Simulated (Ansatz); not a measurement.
Input:

Relaxed SiC (zinc blende):

```
SiC
1.0
    0.00000     2.17817     2.17817
    2.17817     0.00000     2.17817
    2.17817     2.17817     0.00000
C Si
1 1
Direct
  0.75000   0.75000   0.75000
  0.00000   0.00000   0.00000
```

A phonon eigenvector at Γ is frozen into this cell: atom i moves by Q times the vector below, so Q is the largest atomic displacement, in Å. The cell is held. It is one choice among 3 degenerate patterns.

```json
[
 {"atom": "C1", "x": "0.000", "y": "0.000", "z": "-1.000"},
 {"atom": "Si2", "x": "0.000", "y": "0.000", "z": "0.428"}
]
```

All values below come from r2SCAN (plane waves to 500 eV, PAW, scalar-relativistic; Ansatz, an electronic-structure program). k mesh 13×13×13 (Γ-centred), Fermi-Dirac smearing 0.05 eV. The energy includes the smearing's −TS. SiC was relaxed with its symmetry unable to fall. The zero of ΔE is the undisplaced structure.

The scan covers Q from -0.280 to 0.280 Å in 13 points.

Task: Is the energy the same for equal positive and negative displacements?

Result: Even: the same for both signs.

Task: Which space group does the distorted structure have?

Result: Imm2 (No. 44), lowered from F-43m.

Task: What is the energy change at Q = 0.280 Å?

Result: 1422 meV/cell.

Task: What harmonic wavenumber does the curvature at Q = 0 give?

Result: 799 cm⁻¹.

(For displaced atoms, the force is minus the slope of the energy, and its curvature is a force constant, which sets phonon frequencies.)
